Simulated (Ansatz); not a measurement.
YbMn₂Sb₂

The computed numbers are results of PBE with spin–orbit coupling (two-component spinors) in the plane-wave PAW code Ansatz at 420 eV, Γ-centred 8×8×4 mesh, 0.05 eV Gaussian smearing; PAW files: Ansatz's generated set soft_2.

```
Yb Mn Sb
1.0
     4.43807    0.00000    0.00000
    -2.21903    3.84348    0.00000
     0.00000    0.00000    7.36486
Yb Mn Sb
1 2 2
Direct
  0.00000 0.00000 0.00000
  0.33333 0.66667 0.62246
  0.66667 0.33333 0.37754
  0.33333 0.66667 0.24696
  0.66667 0.33333 0.75304
```

The chain of runs began from a cell as deposited in COD, expanded in volume.

Cell and atoms are those of this level's equilibrium.

Spin axis [001] (Cartesian).

| Property | Result |
| --- | --- |
| Space group | P-3m1 (No. 164) |
| Volume | 25.13 Å³/atom |
| Band gap | zero (metallic) |
| Magnetic state | ferromagnetic (the only order tried) |
| Site spin moments | Mn 3.66 μB |
| Spin moment of the cell | 8.49 μB |
| Orbital moment | On the Yb 4f shell the spin moment is 0.04 μB and the orbital moment 0.10 μB, parallel to it, 0.14 μB net (projected on atomic orbitals, along the moments' axis) |
| f electrons (orthogonalised atomic orbitals) | Yb 13.70 |

Problem. Fill in the density of states at the Fermi level (PBE+SOC).

Solution. about 1 states/(eV·atom).

**The experiment.** The Crystallography Open Database holds a cell as deposited of trigonal YbMn2Sb2 (space group P-3m1), temperature not stated (1979): a, c = 4.522, 7.439 Å, 26.35 Å³/atom.

**Against experiment.** PBE+SOC gives 4.438, 7.365 Å and 25.13 Å³/atom, −4.6 % in volume (−1.6 % in length) from the database's cell. The axes miss by −1.9 %, −1.0 %. PBE more often overestimates volumes; a smaller cell in an f-electron compound without U suggests that the f electrons bond too much.

Without a U the 4f levels of Yb lie too near the Fermi level, so their share of the states there, and what hangs on it, is overstated. Site moments are of spin, integrated over Gaussian weights of 0.5 Å, which gives about a tenth less on f atoms than spheres do. Only parallel moments were tried, so the real magnetic order may be another.
